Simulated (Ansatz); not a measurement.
Data:

BeAg:
```
BeAg
1.0
    2.90959     0.00000     0.00000
    0.00000     2.90959     0.00000
    0.00000     0.00000     2.90959
Be Ag
1 1
Direct
  0.00000   0.00000   0.00000
  0.50000   0.50000   0.50000
```

This is the PBEsol-relaxed structure.

Question: All from the program Ansatz at the PBEsol level (PAW), unless another level is named. Predict the formation energy from the elements (no fitted shifts).

Answer: 0.088 eV/atom.

Question: And the density of states at the Fermi level?

Answer: 0.25 states/eV per atom (mean over ±0.08 eV).

Space group Pm-3m (CsCl type). The start of the workflow was typed in or built on a structure type; neither database checked (COD, Materials Project) lists it. Its standing as an ambient phase is unchecked. The PBEsol relaxation kept the symmetry of its start; its stability against distortions is not shown here. The run is not spin-polarised. The references are the lowest solids computed at this level, not always the standard phases. Spin–orbit coupling is left out wherever it is not named.

Potentials: the later of the program's two PAW sets.
